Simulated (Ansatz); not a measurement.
An Ansatz input and the part of its output that reports the observables at the nuclei.

The cell is a diffraction structure from the COD, relaxed with PBE at fixed cell and then changed (atom 6 (Na) replaced by Tl, ions relaxed).

```yaml
crystal:
  lattice:
    - [7.5181, 0.0, 0.0]
    - [0.0, 7.5181, 0.0]
    - [0.0, 0.0, 5.36]
  atoms:
    - { symbol: Na, position: [0.5, 0.0, 0.3583709896] }
    - { symbol: Na, position: [0.0, 0.5, 0.6416290104] }
    - { symbol: Na, position: [0.75, 0.25, 0.0] }
    - { symbol: Na, position: [0.25, 0.25, 0.0] }
    - { symbol: Na, position: [0.25, 0.75, 0.0] }
    - { symbol: Tl, position: [0.75, 0.75, 0.0] }
    - { symbol: W, position: [0.0, 0.0, 0.5] }
    - { symbol: W, position: [0.5, 0.5, 0.5] }
    - { symbol: Cl, position: [0.5, 0.0, 0.8419851682] }
    - { symbol: Cl, position: [0.0, 0.5, 0.1580148318] }
    - { symbol: O, position: [0.8093580868, 0.0, 0.2988253796] }
    - { symbol: O, position: [0.5, 0.3093580868, 0.2988253796] }
    - { symbol: O, position: [0.1906419132, 0.0, 0.2988253796] }
    - { symbol: O, position: [0.5, 0.6906419132, 0.2988253796] }
    - { symbol: O, position: [0.3093580868, 0.5, 0.7011746204] }
    - { symbol: O, position: [0.0, 0.1906419132, 0.7011746204] }
    - { symbol: O, position: [0.6906419132, 0.5, 0.7011746204] }
    - { symbol: O, position: [0.0, 0.8093580868, 0.7011746204] }
kpoints:
  mp_grid: { grid: [3, 3, 4] }
scf:
  occupations: { method: fermi_dirac, width: 0.02 }
hamiltonian:
  xc: pbe
  pseudopotentials: { kind: paw }
output:
  forces: true
  stress: true
  populations: true
  efg:
    quadrupole_moments_barn: { Na: 0.104, Cl: -0.08112, O: -0.02558 }
    contact_densities: true
relax:
  f_tol: 0.02
  max_steps: 60
```

```sh
ansatz run input.yaml --threads 2 --pin off --max-ram 5120MiB --backend cpu --events-out ev --progress --plain --runs-dir out
```

The run relaxes the ions first, and the block belongs to the relaxed positions.

Of the output, the block on the nuclei alone is shown; the set-up, the SCF iterations, energies, forces and stress are cut. One atom of each set with nearly equal values is shown.

```
--- PAW observables at the nuclei: V_zz in 10²¹ V/m², potentials from the cell's mean, atoms counted from 1 ---
  atom   1  Na V_zz =    +0.648841   η = 0.1641   by run symmetry: allowed   C_q = +1.6316 MHz
            electrostatic potential = -979.455647 V   contact ρ = 5904.498873 e/Å³
  atom   3  Na V_zz =    +0.603869   η = 0.7866   by run symmetry: allowed   C_q = +1.5186 MHz
            electrostatic potential = -978.601115 V   contact ρ = 5904.113787 e/Å³
  atom   4  Na V_zz =    +0.468601   η = 0.9499   by run symmetry: allowed   C_q = +1.1784 MHz
            electrostatic potential = -979.505829 V   contact ρ = 5904.507965 e/Å³
  atom   6  Tl V_zz =    -8.942897   η = 0.2916   by run symmetry: allowed
            electrostatic potential = -17128.285190 V   contact ρ = 15284088.027847 e/Å³
  atom   7  W  V_zz =   +10.853084   η = 0.4960   by run symmetry: allowed
            electrostatic potential = -14798.469556 V   contact ρ = 8822197.521804 e/Å³
  atom   9  Cl V_zz =    -2.078999   η = 0.0649   by run symmetry: allowed   C_q = +4.0779 MHz
            electrostatic potential = -1775.953513 V   contact ρ = 24093.452274 e/Å³
  atom  11  O  V_zz =    +1.429035   η = 0.7868   by run symmetry: allowed   C_q = -0.8839 MHz
            electrostatic potential = -620.914254 V   contact ρ = 2158.779989 e/Å³
  atom  12  O  V_zz =    +1.482236   η = 0.4718   by run symmetry: allowed   C_q = -0.9168 MHz
            electrostatic potential = -620.998671 V   contact ρ = 2158.407189 e/Å³
```

The relaxation (6 steps) took 77 s of wall time (2.4 min of CPU time) and 0.86 GiB at its peak, on 2 threads of Arm Neoverse V2 (aarch64; 32 cores open to the job, memory cap 5.0 GiB, no GPU), a shared host with a load of 0.7 a core.

At this cell the principal stresses reach 5 GPa in size with PBE, which can matter for small gradients. Spin–orbit coupling is left out, which shifts gradients on Tl by a few per cent, and by more where contributions nearly cancel.
